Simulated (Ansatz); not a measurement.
## Property card for B

B:
Space group Cmce (No. 64); a = 2.9286 Å, b = 5.3095 Å, c = 3.2566 Å, α = 90.00°, β = 90.00°, γ = 90.00°

```json
[
 {"atom": "B", "site": "8f", "symmetry": "m..", "x": "0.0000", "y": "0.1559", "z": "0.0902"}
]
```
(The calculation used a cell of 4 atoms; values per cell refer to that cell.)

Space group Cmce (No. 64); conventional cell a = 2.9286 Å, b = 5.3095 Å, c = 3.2566 Å, α = 90.00°, β = 90.00°, γ = 90.00°.

Method: r²SCAN+D4 in the plane-wave PAW code Ansatz. The cell and atoms are relaxed at this level. Other levels are named where they apply.

**Cell and energy**

```
Quantity              Value
---------------  ----------
Volume per atom     6.33 Å³
Density          2.84 g/cm³
```

**Electronic structure**

```
Property                                                                    Result
------------------------------------  --------------------------------------------
Electronic character                                             metallic (no gap)
Density of states at the Fermi level  0.03 states/eV per atom (mean over ±0.08 eV)
```

**Mechanics**

```
Item                                 Result
----------------------------------  -------
Bulk modulus (Birch–Murnaghan fit)  270 GPa
Pressure derivative B′                  3.5
```

A made-up cell: these elements were put on the sites of a structure type; neither database checked (COD, Materials Project) lists it. It is not the phase usual at ambient conditions (space group No. 166). The r²SCAN+D4 relaxation kept the symmetry of its start; its stability against distortions is not shown here.

Potentials: the later of the program's two PAW sets.
